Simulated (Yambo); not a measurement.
```
CELL_PARAMETERS angstrom
      3.10162     1.79072     2.62146
     -3.10162     1.79072     2.62146
      0.00000    -3.58144     2.62146
ATOMIC_POSITIONS crystal
  O  0.54541 0.54541 0.09909
  O  0.09909 0.54541 0.54542
  O  0.54541 0.09909 0.54541
  K  0.00833 0.00833 0.00833
  I  0.50685 0.50685 0.50685
```

KIO$_{3}$ (space group R3m, No. 160): mean Im ε in 1 eV windows above the direct gap of 3.91 eV, for different electron-hole kernels (Yambo, broadening 0.15 eV, PBEsol (pw.x of Quantum ESPRESSO, ONCV potentials, with spin-orbit coupling) bands; 4×4×4 mesh, 18 valence and 6 conduction bands, static screening with 98 bands and a 3 Ry block, scissor 1.63 eV, Tamm-Dancoff; field along x).

| window (eV) | independent quasiparticles | RPA (no attraction) | BSE |
|---|---|---|---|
| 3.9 to 4.9 | 2.2 | 1.5 | 3.4 |
| 4.9 to 5.9 | 3.8 | 2.3 | 2.6 |
| 5.9 to 6.9 | 3.6 | 2.5 | 3.4 |
| 6.9 to 7.9 | 3.9 | 2.3 | 2.8 |
| 7.9 to 8.9 | 3.7 | 2.6 | 1.2 |

This run doesn't resolve bound excitons or single peaks, so only averages are given, and they too depend on the mesh; weight that the attraction moves below the gap isn't listed. All transitions below 9.72 eV are in the band window. The scissor comes from a G0W0 run whose convergence isn't established.

Geometry of the Materials Project entry, not relaxed at this level.
